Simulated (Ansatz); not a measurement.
GaP:
```xyz
4
Lattice="3.5650 0.0000 0.0000 -1.7825 3.0874 0.0000 0.0000 0.0000 6.0505" Properties=species:S:1:pos:R:3 pbc="T T T"
Ga     0.0000     0.0000     0.0000
Ga     0.0000     0.0000     3.0253
P      0.0000     2.0582     1.5126
P      1.7825     1.0291     4.5379
```

Relaxed with PBEsol. Special points in fractions of this cell's reciprocal vectors: Γ (0.000, 0.000, 0.000); M (0.500, 0.000, 0.000); K (0.333, 0.333, 0.000); A (0.000, 0.000, 0.500); L (0.500, 0.000, 0.500); H (0.333, 0.333, 0.500).

List the band energies nearest the Fermi level at these points for DFT-PBEsol in the program Ansatz with PAW potentials.

In eV from the Fermi level; about four levels below and three above (degenerate sets whole), none deeper than 8.9 eV; points with the same levels are listed once.

```tsv
k	below	above
Γ	-8.19 -0.28 -0.15 -0.15	0.38 0.38 1.24
M	-5.42 -4.55 -4.48 -2.61	0.19 1.48 1.60
K	-3.51 -3.51 -3.38 -3.26 -3.26	5.77 6.23 6.23
A	-4.72 -4.72	0.19 0.19 0.19 0.19
L	-1.64 -1.64 -0.12 -0.12	3.33 3.33 6.45 6.45
H	-5.12 -5.12 -0.34 -0.34	1.04 1.04 2.56 2.56
```

Space group P6_3/mmc (NiAs type). A made-up cell: these elements were put on the sites of a structure type; neither database checked (COD, Materials Project) lists it. It is not the phase usual at ambient conditions (space group No. 216). The cell was relaxed with PBEsol under the symmetry of its start; whether a distortion lowers the energy is not shown. Scalar-relativistic: spin–orbit coupling is off unless named, which matters more the heavier the elements.

Potentials: the earlier of the program's two PAW sets. The files were generated under PBE; for other functionals the program regenerates the frozen cores, and for LDA and PBEsol the local potential too.
